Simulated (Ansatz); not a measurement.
CuAu3, DFT, LDA, all-electron LAPW, scalar-relativistic (Ansatz 0.2.0), run on 1 thread of Intel(R) Xeon(R) Platinum 8488C (Sapphire Rapids) on a shared host.

The cell comes from COD entry 1510492, which wasn't checked; take it as a given geometry. The listed cell was then made from it by scaling, straining or moving an atom.

Command: `ansatz run input.yaml --threads 1 --pin off --max-ram 4096MiB --backend cpu --events-out ev --progress --plain --runs-dir out`

```yaml
crystal:
  lattice:
    - [3.8987527127, 0.0, 0.0]
    - [0.0, 3.8987527127, 0.0]
    - [0.0, 0.0, 3.8987527127]
  atoms:
    - { symbol: Cu, position: [0.0, 0.0, 0.0] }
    - { symbol: Au, position: [0.0, 0.5, 0.5] }
    - { symbol: Au, position: [0.5, 0.0, 0.5] }
    - { symbol: Au, position: [0.5, 0.5, 0.0] }
kpoints:
  mp_grid: { grid: [9, 9, 9] }
  band_path:
    path:
      - [0.0, 0.0, 0.0]
      - [0.0, 0.5, 0.0]
      - [0.5, 0.5, 0.0]
      - [0.0, 0.0, 0.0]
      - [0.5, 0.5, 0.5]
      - [0.0, 0.5, 0.0]
      - [0.5, 0.5, 0.5]
      - [0.5, 0.5, 0.0]
    npoints: 5
scf:
  occupations: { method: fermi_dirac, width: 0.05 }
hamiltonian:
  xc: lda
  pseudopotentials: { kind: all_electron, lapw: { basis_error: 0.001 } }
output:
  forces: true
  stress: true
  eigenvalues: true
```

Q: How large is the problem that the program sets up?

A: 35 irreducible k-points, 619 plane waves at Γ, 89 bands.

Q: About how long does it take, and how much memory does it use?

A: 83 s of wall time for 11 SCF iterations, with a peak of 0.73 GiB. Times on shared machines scatter by tens of per cent.
